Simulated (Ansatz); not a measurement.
Input, command and steps of an Ansatz relaxation.

```yaml
crystal:
  lattice:
    - [6.0214541208, 0.0, 0.0]
    - [0.0, 3.8606734352, 0.0]
    - [0.0, 0.0, 6.1334286366]
  atoms:
    - { symbol: Sn, position: [0.8136431125, 0.75, 0.5971349471] }
    - { symbol: Sn, position: [0.1863568875, 0.25, 0.4028650529] }
    - { symbol: Sn, position: [0.6863568875, 0.25, 0.0971349471] }
    - { symbol: Sn, position: [0.3136431125, 0.75, 0.9028650529] }
    - { symbol: Pd, position: [0.9865164974, 0.75, 0.1833373659] }
    - { symbol: Pd, position: [0.0134835026, 0.25, 0.8166626341] }
    - { symbol: Pd, position: [0.5134835026, 0.25, 0.6833373659] }
    - { symbol: Pd, position: [0.4865164974, 0.75, 0.3166626341] }
basis:
  ecutwfc: 420
kpoints:
  mp_grid: { grid: [6, 10, 6] }
hamiltonian:
  xc: pbesol
scf:
  occupations: { method: gaussian, width: 0.1 }
output:
  forces: true
  stress: true
  eigenvalues: true
  write_density: true
  write_potential: true
  elf: true
  volumetric_format: npy
relax:
  adjacent_minimum: "off"
  f_tol: 0.01
  max_steps: 30
  cell: { stress_tol: 0.1, fix: [volume] }
```

```bash
ansatz run input.yaml --threads 2 --pin off --max-ram 5120MiB --backend cpu --events-out ev --progress --plain --runs-dir out
```

Computed with Ansatz, DFT PBEsol, scalar-relativistic, plane waves, PAW.

The volume is held at 0.94 times that of the relaxed cell.

Of 6 frames 5 are shown, positions in Å and forces in eV/Å; the SCF threshold varies from step to step. Steps run on the plane waves of an earlier cell, with a Pulay correction in the pressure. The basis is chosen afresh for the last frame, the zero of the energies, and at times for earlier ones too; energy and pressure step there, also at an unchanged geometry.

```xyz
8
Lattice="6.0215 0.0000 0.0000 0.0000 3.8607 0.0000 0.0000 0.0000 6.1334" Properties=species:S:1:pos:R:3:forces:R:3 pbc="T T T" step=1 free_energy_over_end_meV_per_atom=0.91 pressure_GPa=8.84
Sn    4.8993    2.8955    3.6625    0.0727    0.0000    0.0166
Sn    1.1221    0.9652    2.4709   -0.0727    0.0000   -0.0166
Sn    4.1329    0.9652    0.5958   -0.0727    0.0000    0.0166
Sn    1.8886    2.8955    5.5377    0.0727    0.0000   -0.0166
Pd    5.9403    2.8955    1.1245   -0.0480    0.0000   -0.0371
Pd    0.0812    0.9652    5.0089    0.0480    0.0000    0.0371
Pd    3.0919    0.9652    4.1912    0.0480    0.0000   -0.0371
Pd    2.9295    2.8955    1.9422   -0.0480    0.0000    0.0371
8
Lattice="6.0165 0.0000 0.0000 0.0000 3.8775 0.0000 0.0000 0.0000 6.1118" Properties=species:S:1:pos:R:3:forces:R:3 pbc="T T T" step=2 free_energy_over_end_meV_per_atom=0.36 pressure_GPa=8.34
Sn    4.9200    2.9081    3.6563   -0.0392    0.0000    0.0261
Sn    1.0965    0.9694    2.4555    0.0392    0.0000   -0.0261
Sn    4.1048    0.9694    0.6004    0.0392    0.0000    0.0261
Sn    1.9118    2.9081    5.5115   -0.0392    0.0000   -0.0261
Pd    5.9202    2.9081    1.1001    0.0234    0.0000    0.0296
Pd    0.0964    0.9694    5.0117   -0.0234    0.0000   -0.0296
Pd    3.1046    0.9694    4.1560   -0.0234    0.0000    0.0296
Pd    2.9119    2.9081    1.9558    0.0234    0.0000   -0.0296
8
Lattice="6.0326 0.0000 0.0000 0.0000 3.8796 0.0000 0.0000 0.0000 6.0922" Properties=species:S:1:pos:R:3:forces:R:3 pbc="T T T" step=3 free_energy_over_end_meV_per_atom=0.08 pressure_GPa=8.41
Sn    4.9250    2.9097    3.6495    0.0100    0.0000    0.0112
Sn    1.1076    0.9699    2.4427   -0.0100    0.0000   -0.0112
Sn    4.1239    0.9699    0.6034   -0.0100    0.0000    0.0112
Sn    1.9087    2.9097    5.4888    0.0100    0.0000   -0.0112
Pd    5.9390    2.9097    1.0998    0.0023    0.0000    0.0230
Pd    0.0936    0.9699    4.9924   -0.0023    0.0000   -0.0230
Pd    3.1099    0.9699    4.1459   -0.0023    0.0000    0.0230
Pd    2.9227    2.9097    1.9463    0.0023    0.0000   -0.0230
8
Lattice="6.0235 0.0000 0.0000 0.0000 3.8972 0.0000 0.0000 0.0000 6.0740" Properties=species:S:1:pos:R:3:forces:R:3 pbc="T T T" step=4 free_energy_over_end_meV_per_atom=0.02 pressure_GPa=8.33
Sn    4.9203    2.9229    3.6459   -0.0123    0.0000    0.0094
Sn    1.1032    0.9743    2.4281    0.0123    0.0000   -0.0094
Sn    4.1150    0.9743    0.6089    0.0123    0.0000    0.0094
Sn    1.9085    2.9229    5.4651   -0.0123    0.0000   -0.0094
Pd    5.9291    2.9229    1.0971   -0.0056    0.0000   -0.0019
Pd    0.0944    0.9743    4.9769    0.0056    0.0000    0.0019
Pd    3.1061    0.9743    4.1341    0.0056    0.0000   -0.0019
Pd    2.9173    2.9229    1.9399   -0.0056    0.0000    0.0019
8
Lattice="6.0266 0.0000 0.0000 0.0000 3.8964 0.0000 0.0000 0.0000 6.0719" Properties=species:S:1:pos:R:3:forces:R:3 pbc="T T T" step=6 free_energy_over_end_meV_per_atom=0.00 pressure_GPa=8.34
Sn    4.9210    2.9223    3.6465    0.0020    0.0000   -0.0039
Sn    1.1056    0.9741    2.4255   -0.0020    0.0000    0.0039
Sn    4.1190    0.9741    0.6105   -0.0020    0.0000   -0.0039
Sn    1.9077    2.9223    5.4614    0.0020    0.0000    0.0039
Pd    5.9314    2.9223    1.0970    0.0024    0.0000    0.0009
Pd    0.0953    0.9741    4.9749   -0.0024    0.0000   -0.0009
Pd    3.1086    0.9741    4.1330   -0.0024    0.0000    0.0009
Pd    2.9180    2.9223    1.9390    0.0024    0.0000   -0.0009
```

Time: 3.5 min on 2 threads of Arm Neoverse V2 (shared host), peak memory 0.98 GiB.